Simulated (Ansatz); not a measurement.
# Clamped-ion strain scan in SnO₂

These are results of Ansatz, DFT r2SCAN, scalar-relativistic, plane waves, PAW, not measurements. Settings: plane waves to 500 eV, k-mesh 6×6×8 (Γ-centred), Gaussian smearing 0.05 eV. No spin polarisation. Energies are free energies at this smearing, counted from the undisturbed cell; pressure is positive in compression.

The undisturbed cell (relaxed at this level):

```
CELL_PARAMETERS angstrom
4.76022 0.00000 0.00000
0.00000 4.76022 0.00000
0.00000 0.00000 3.20057
ATOMIC_POSITIONS crystal
Sn 0.00000 0.00000 0.00000
Sn 0.50000 0.50000 0.50000
O 0.30589 0.30589 0.00000
O 0.19411 0.80589 0.50000
O 0.69411 0.69411 0.00000
O 0.80589 0.19411 0.50000
```

The cell is strained by ε times the Voigt pattern (1, 1, 0, 0, 0, 0) (xx, yy, zz, yz, xz, xy; engineering shear) with fractional coordinates fixed.

```csv
ε,ΔE (meV/atom),"stress summed along the pattern (GPa, tension positive)",pressure (GPa),gap on the mesh (eV)
-0.0600,?,-72.52,32.8,?
-0.0450,75.6,-49.93,22.6,2.80
-0.0300,32.0,-30.57,13.9,2.44
-0.0150,7.6,-14.04,6.4,2.09
0.0000,0.0,0.03,0.0,1.77
0.0150,7.1,?,-5.4,?
0.0300,26.9,22.04,-10.0,1.19
0.0450,57.9,30.49,-13.9,0.95
0.0525,77.1,34.18,-15.6,0.83
0.0600,98.6,?,-17.1,?
```

Problem. Give the withheld values.

Solution. ΔE (meV/atom) at ε = -0.0600: 140.9; gap on the mesh (eV) at ε = -0.0600: 3.19; stress summed along the pattern (GPa, tension positive) at ε = 0.0150: 11.97; gap on the mesh (eV) at ε = 0.0150: 1.47; stress summed along the pattern (GPa, tension positive) at ε = 0.0600: 37.53; gap on the mesh (eV) at ε = 0.0600: 0.72.